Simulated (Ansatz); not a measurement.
SnPt:
```yaml
crystal:
  lattice:
    - [5.74332, 0.00000, 0.00000]
    - [-2.87166, 4.97386, 0.00000]
    - [0.00000, 0.00000, 4.53820]
  atoms:
    - { symbol: Pt, position: [0.50000, 0.00000, 0.00000] }
    - { symbol: Pt, position: [0.50000, 0.50000, 0.00000] }
    - { symbol: Pt, position: [0.00000, 0.50000, 0.00000] }
    - { symbol: Sn, position: [0.00000, 0.00000, 0.00000] }
    - { symbol: Sn, position: [0.33333, 0.66667, 0.50000] }
    - { symbol: Sn, position: [0.66667, 0.33333, 0.50000] }
```

This is the PBE-relaxed structure.

Problem. All from PBE in the plane-wave PAW code Ansatz, unless another level is named. Estimate the density of states at the Fermi level.

Solution. 0.92 states/eV per atom (mean over ±0.08 eV).

Problem. Next, the formation energy from the elements (no fitted shifts)?

Solution. -0.29 eV/atom.

Problem. What about the gap with spin–orbit coupling?

Solution. none (metallic).

Space group P6/mmm. A made-up cell: these elements were put on the sites of a structure type; neither database checked (COD, Materials Project) lists it. COD files the formula under space group No. 194, so this cell is another polymorph or a model. Whether it is the stable phase at ambient conditions was not checked. The PBE relaxation kept the symmetry of its start; its stability against distortions is not shown here. The run is not spin-polarised. The references are the lowest solids computed at this level, not always the standard phases. Spin–orbit coupling is left out wherever it is not named.

Potentials: the earlier of the program's two PAW sets.
